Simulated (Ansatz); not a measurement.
WS$_{2}$:
```cif
data_S2W
_chemical_formula_sum 'W1 S2'
_space_group_name_H-M_alt 'P 1'
_space_group_IT_number 1
_cell_length_a 6.53394
_cell_length_b 6.53394
_cell_length_c 6.53394
_cell_angle_alpha 28.108
_cell_angle_beta 28.108
_cell_angle_gamma 28.108
loop_
_space_group_symop_operation_xyz
  'x, y, z'
loop_
_atom_site_label
_atom_site_type_symbol
_atom_site_fract_x
_atom_site_fract_y
_atom_site_fract_z
_atom_site_occupancy
W1 W 0.99933 0.99933 0.99933 1
S1 S 0.58310 0.58310 0.58310 1
S2 S 0.74887 0.74887 0.74887 1
```

Relaxed with r²SCAN+D4. 

HSE06 on this cell (Ansatz, a first-principles code, PAW) gives a gap of 1.63 eV. What does r²SCAN+D4 give?

1.21 eV.

Cost on shared cores: the r²SCAN+D4 run (SCF on a 10×10×10 mesh, then bands and DOS) around 60 core-seconds (rough), the HSE06 run (SCF on 8×8×8, then a few points) about 2.6 core-minutes (a rough figure); the tasks are unlike.

Space group R3m. The workflow started from a Materials Project entry (that database holds measured and hypothetical structures alike); the Crystallography Open Database files this formula in space group No. 160, but the cells were not matched. It is not the phase usual at ambient conditions (space group No. 194). The r²SCAN+D4 relaxation kept the symmetry of its start; whether a distortion lowers the energy is not shown. No spin polarisation was allowed. Scalar-relativistic: spin–orbit coupling is off unless named, which matters more the heavier the elements.

Potentials: the later of the program's two PAW sets.

Ansatz is a plane-wave DFT program.
